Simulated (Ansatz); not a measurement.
Data:

Relaxed GaAs (zinc blende):

```
CELL_PARAMETERS angstrom
      0.00000     5.66670     5.66670
      2.83335     0.00000     2.83335
      2.83335     2.83335     0.00000
ATOMIC_POSITIONS crystal
  As 0.37500 0.75000 0.75000
  As 0.87500 0.75000 0.75000
  Ga 0.00000 0.00000 0.00000
  Ga 0.50000 0.00000 0.00000
```

The atoms are displaced by Q × the pattern below (from a DFPT mode at L = (0.5, 0.0, 0.0), largest move 1; Q in Å), at fixed cell. (q is in reciprocal vectors of the primitive cell; the cell shown is doubled to hold the pattern.)

```json
[
 {"atom": "As1", "x": "-0.556", "y": "0.556", "z": "0.556"},
 {"atom": "As2", "x": "0.556", "y": "-0.556", "z": "-0.556"},
 {"atom": "Ga3", "x": "0.577", "y": "-0.577", "z": "-0.577"},
 {"atom": "Ga4", "x": "-0.577", "y": "0.577", "z": "0.577"}
]
```

The numbers are results of r2SCAN (plane waves to 500 eV, PAW, scalar-relativistic; Ansatz, a quantum-chemistry and plane-wave program), not measurements. k mesh 5×10×10 (Γ-centred), Fermi-Dirac smearing 0.05 eV. Energies are smeared free energies. GaAs was relaxed with its symmetry unable to fall. ΔE is measured from the undisplaced structure.

The scan covers Q from -0.280 to 0.280 Å in 13 points.

**Question.** Which space group does the distorted structure have?

**Answer.** R3m (No. 160), lowered from F-43m.

**Question.** Is this a single well or a double well?

**Answer.** A single well with its minimum at or next to zero displacement.

**Question.** What is the energy change at Q = 0.280 Å?

**Answer.** 2987 meV/cell.

**Question.** What harmonic wavenumber does the curvature at Q = 0 give?

**Answer.** 235 cm⁻¹.

(For displaced atoms, the force is minus the slope of the energy, and its curvature is a force constant, which sets phonon frequencies.)
